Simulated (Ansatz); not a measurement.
# What DFT gives for Ga

```
Ga
1.0
     2.88015    0.00000    0.00000
    -1.44008    2.49429    0.00000
     0.00000    0.00000    4.55661
Ga
2
Direct
  0.33330 0.66670 0.25000
  0.66660 0.33330 0.75000
```

Level: r2SCAN, no spin polarisation; 500 eV; 13×13×8 Γ-centred mesh; fermi-dirac occupations (width 0.1 eV); Ansatz 0.2.0, fixed geometry.

**Stress.** The pressure is 6.9 GPa (compression positive), so with the atoms held at these fractions the cell would first expand.
**Contacts.** Ga–Ga at 2.82 Å: least valence density 0.22 e/Å³ and ELF 0.39 there. Both are smooth PAW fields, read partly inside the augmentation spheres.
**Forces.** The forces vanish by the symmetry of the sites.
**Electronic structure.** It is a metal, with about 0.74 states/eV a cell as the mean within 0.25 eV of the Fermi level, mostly Ga p (67 %) and Ga s (30 %).

Origin: a known structure type with other elements, at an estimated volume, so it need not be a known compound.
